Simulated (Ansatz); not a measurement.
# Cu₃Te: how the energy converges with the cutoff

Cu₃Te, Pm-3m, a = 3.947 Å. The structure is a Materials Project entry; whether it is the stable form wasn't checked. Ansatz: PBEsol, PAW, cutoff varied, Γ-centred 10×10×10 mesh on 4 atoms, Gaussian smearing 0.10 eV; no spin polarisation. Single points at one geometry, the cutoff alone changed; ΔE is the energy at zero smearing over the run at 500 eV. The runs up to 350 eV lie under the cutoff recommended for these PAW datasets.

```
cutoff (eV)  ΔE (meV/atom)
        250              ?
        300         205.06
        350          11.86
        420           2.12
```

Q: Assume ΔE falls exponentially with the cutoff, fit y = ln ΔE against x, the cutoff in eV, to the other rows, and predict the missing value.

A: y = 5.323, 2.473, 0.751. Means x = 356.7, y = 2.8490; Σ(Δx)² = 7267, ΣΔxΔy = -270.6; the slope is their ratio. y = 16.13 − 0.03723 x, a factor of ten per 62 eV. At 250 eV this gives ΔE = 918.28 meV/atom. The run gave 2015.55, a ratio of 0.46. Between neighbouring rows the decay runs from a factor of ten per 40 eV to one per 94 eV, so one exponential is only a rough guide. The fast fall gives way to a slow tail, so a fit to low cutoffs promises convergence too early.